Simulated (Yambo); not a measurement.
Yambo run on KPF6 (space group R-3, No. 148). The wavefunctions come from this Quantum ESPRESSO step (PBEsol, PseudoDojo standard norm-conserving files, scalar-relativistic):

```
&CONTROL
  calculation = 'nscf'
  pseudo_dir = './pseudo'
  outdir = './out'
/
&SYSTEM
  ibrav = 0
  nat = 8
  ntyp = 3
  ecutwfc = 84.0
  ecutrho = 336.0
  occupations = 'fixed'
  force_symmorphic = .true.
  nbnd = 158
/
&ELECTRONS
  conv_thr = 8e-09
  diago_full_acc = .true.
  diago_thr_init = 1e-08
/
ATOMIC_SPECIES
F 18.9984 F.upf
P 30.9738 P.upf
K 39.0983 K.upf
CELL_PARAMETERS angstrom
  3.559259966000   2.054939699000   2.327593000000
 -3.559259966000   2.054939699000   2.327593000000
  0.000000000000  -4.109879399000   2.327593000000
ATOMIC_POSITIONS crystal
F   0.263510000000   0.922810000000   0.218130000000
F   0.736490000000   0.077190000000   0.781870000000
F   0.218130000000   0.263510000000   0.922810000000
F   0.781870000000   0.736490000000   0.077190000000
F   0.922810000000   0.218130000000   0.263510000000
F   0.077190000000   0.781870000000   0.736490000000
P   0.000000000000   0.000000000000   0.000000000000
K   0.500000000000   0.500000000000   0.500000000000
K_POINTS automatic
2 2 2 0 0 0
```

Yambo input:

```
rim_cut
gw0
dyson
el_el_corr
HF_and_locXC
ppa
em1d
RandQpts= 1000000
RandGvec= 1 Ry
EXXRLvcs= 84 Ry
VXCRLvcs= 336 Ry
Chimod= "HARTREE"
% BndsRnXp
 1 | 157 |
%
NGsBlkXp= 7 Ry
% LongDrXp
 1.0 | 1.0 | 1.0 |
%
PPAPntXp= 27.2114 eV
% GbndRnge
 1 | 157 |
%
GTermKind= "BG"
DysSolver= "n"
ExtendOut
% QPkrange
 1 | 1 | 28 | 29 |
 2 | 2 | 28 | 29 |
 3 | 3 | 28 | 29 |
 4 | 4 | 28 | 29 |
%
```

k points by index: 1 = Γ, 2 = L, 3 = F, 4 = Z.

Resulting energies as the program prints them:

```
#    K-point    Band    Eo [eV]    E [eV]    E-Eo [eV]    Vxc [eV]    Vnlxc [eV]    Sc|Eo [eV]    Sc|E [eV]    dSc/dw|Eo [eV]    Re(Z)    Im(Z)
#
    1    28    0.000000    -2.884554    -2.884554    -23.60856    -31.67271    4.639814    5.179596    -5.091848    0.842373    -0.813455E-3
    1    29    7.504436    9.384777    1.880341    -12.94577    -7.873561    -2.972542    -3.191865    -3.173851    0.895546    -0.525934E-3
    2    28    -0.169778    -3.085357    -2.915579    -23.35788    -31.44575    4.626661    5.172296    -5.092286    0.842361    -0.833078E-3
    2    29    9.116254    11.84259    2.726338    -17.61902    -11.42537    -3.082220    -3.467309    -3.843414    0.876237    -0.917629E-3
    3    28    -0.252570    -3.166106    -2.913536    -23.31070    -31.34975    4.581719    5.125511    -5.078651    0.842717    -0.824182E-3
    3    29    9.306760    12.23456    2.927801    -18.07084    -11.64253    -3.081758    -3.500507    -3.891827    0.874873    -0.676483E-3
    4    28    -0.299408    -3.224614    -2.925206    -23.25841    -31.31141    4.581612    5.127801    -5.080687    0.842664    -0.833917E-3
    4    29    9.456538    12.49281    3.036272    -18.84198    -12.24771    -3.106612    -3.557990    -4.045194    0.870580    -0.813701E-3
```
(The two width columns are left out.) Convergence of these settings isn't established.

Geometry of the Materials Project entry, not relaxed at this level.

The structure is a Materials Project entry; no match was found in the copy of COD used, and its stability was not checked.
